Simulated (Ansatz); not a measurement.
Theory: Ansatz 0.2.0, DFT PBE, scalar-relativistic, plane waves, PAW. All cells share a 420 eV cutoff and Γ-centred k meshes spaced at most about 0.3 Å⁻¹ (about 0.25 or finer for metals, 2π included). No spin polarisation in the final relaxations.

All energies are static (0 K, no zero-point motion). All come from trial cells, and lower structures may exist.

Question: These unrelaxed guesses for Zr2NbC3 are each relaxed within their symmetry. Order them by the energy at which they end, lowest first.
1.

```
Zr Nb C
1.0
     2.91652   -4.44747    0.00000
     2.91652    4.44747    0.00000
     0.00000    0.00000    2.90310
Zr Nb C
2 1 3
Cartesian
  2.9165 2.5294 0.0000
  2.9165 -2.5294 0.0000
  2.9165 0.0000 0.0000
  0.0000 0.0000 0.0000
  1.4583 -2.2237 1.4515
  1.4583 2.2237 1.4515
```

2.

```
Zr Nb C
1.0
     3.98110    0.00000    0.00000
     0.00000    3.98110    0.00000
     0.00000    0.00000    6.40240
Zr Nb C
2 1 3
Direct
  0.00000 0.00000 0.31576
  0.00000 0.00000 0.68424
  0.00000 0.00000 0.00000
  0.00000 0.50000 0.99158
  0.50000 0.00000 0.00842
  0.50000 0.50000 0.00000
```

3.

```
Zr Nb C
1.0
     3.03276    0.00000    0.00000
     0.00000    3.03276    0.00000
     0.00000    0.00000    9.18208
Zr Nb C
2 1 3
Direct
  0.50000 0.50000 0.32482
  0.50000 0.50000 0.67518
  0.50000 0.50000 0.00000
  0.00000 0.00000 0.83907
  0.00000 0.00000 0.16093
  0.00000 0.00000 0.50000
```

4.

```
Zr Nb C
1.0
     2.44188   -4.39464    0.00000
     2.44188    4.39464    0.00000
     0.00000    0.00000    4.03035
Zr Nb C
2 1 3
Direct
  0.50000 0.00000 0.50000
  0.00000 0.50000 0.50000
  0.00000 0.00000 0.00000
  0.67796 0.32204 0.00000
  0.32204 0.67796 0.00000
  0.50000 0.50000 0.50000
```

Answer: 3 (ends in P4/mmm, 0 meV/atom), 4 (ends in Cmmm, 295 meV/atom), 1 (ends in Cmmm, 0.37 eV/atom), 2 (ends in P-4m2, 0.39 eV/atom). Even the lowest end lies +0.25 eV/atom against the elements.

A magnetic state wasn't ruled out in cells without spin, among them P-4m2. Cells relaxed within their symmetry can be saddle points. Some types were kept out of the candidates beforehand, so the set may lack a known form.
